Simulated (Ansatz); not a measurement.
**Pilling–Bedworth ratios of oxides**

When a metal or semiconductor film converts to its oxide, the product takes more or less room than the layer it consumed. Under 1 the scale is porous; far over 2 it tends to buckle or spall.

The yardstick is α-quartz SiO2. A film 5 nm thick converts fully, free to grow only along its normal.

**Data**

Where the numbers come from (Ansatz, a plane-wave PAW program): volume per atom: r²SCAN, relaxed cell; the element's atomic volume: r²SCAN, the element in its room-temperature structure; ΔH_f: r²SCAN, 0 K, against the elements in the same set-up, no fitted corrections.

Model: volume per host atom = V × atoms per host atom; ratio = product volume per host atom/element's volume; thickness = start × ratio.

```csv
crystal,V (Å³/atom),atoms per host atom,V of the element (Å³/atom),ΔH_f (eV/atom),product volume per host atom (Å³),Pilling–Bedworth ratio,final thickness (nm)
"SiO2 (R32, hR9)",15.94,3.000,20.17,−2.955,47.820,2.371,11.9
In2O3 (bixbyite),13.10,2.500,26.20,−1.826,32.750,1.250,6.3
α-Ga2O3,9.64,2.500,19.21,−2.045,24.100,1.255,6.3
"α-quartz SiO2, reference",12.62,3.000,20.17,−2.994,37.860,1.877,9.4
```

Runs started from generated or typed cells of the structure named: α-Ga2O3. No claim is made that these are known or stable phases: SiO2 (R32, hR9). Over 15 meV/atom above the lowest phase of their formula at hand: SiO2 (R32, hR9) (39 meV/atom, r²SCAN), α-Ga2O3 (18 meV/atom, r²SCAN). Spin–orbit coupling is left out unless named. ΔH_f counts from the lowest computed solid of each element, oxygen or nitrogen as a molecular crystal: Ga (Cmce), In (I4/mmm), O (C2/m, antiferromagnetic), Si (Fd-3m).

**Worked example**

The steps for SiO2 (R32, hR9):

- product volume per host atom: 15.94 × 3.000 = 47.820 Å³
- Pilling–Bedworth ratio: 47.820/20.17 = 2.371
- final thickness: 5 × 2.371 = 11.9 nm

**Result**

In order of Pilling–Bedworth ratio, lowest first: In2O3 (1.250 ± 0.041) ≈ α-Ga2O3 (1.255 ± 0.042), α-quartz SiO2 (1.877 ± 0.062), SiO2 (R32, hR9) (2.371 ± 0.079). The ± follows from allowances picked for this note (volume per atom 1 %, element's atomic volume 1 %, 3 % for the model), carried to first order and added in quadrature; ≈ joins neighbours closer than their two ± added in quadrature.

Under 1: none. From 1 to 2: In2O3, α-Ga2O3, α-quartz SiO2. Over 2: SiO2 (R32, hR9).

**Caveats**

Grown layers are often amorphous and less dense than these crystals (thermal SiO2 exceeds the quartz figure). Phases over 50 meV/atom above the lowest one at hand were not drawn (by r²SCAN where it compared them, else by the largest value; a layered or molecular lowest phase counts only with a dispersion term); other phases could lie lower still. Rows were sampled with a lean to familiar crystals, related or not, whatever their agreement with measurement; tables with many equal figures were not kept. Limits of the draw: ΔH_f under −0.1 eV/atom, no layered crystals; for ΔH_f, runs without a dispersion term, no Mn, and elements whose lowest cell is their usual one. As a rule kept out of such tables: 4f compounds, open-shell compounds run without a Hubbard term, cells found unstable in the tests at hand, cells close to a higher symmetry, and runs set to a pressure or over 12 % in volume from the crystal's fullest run.
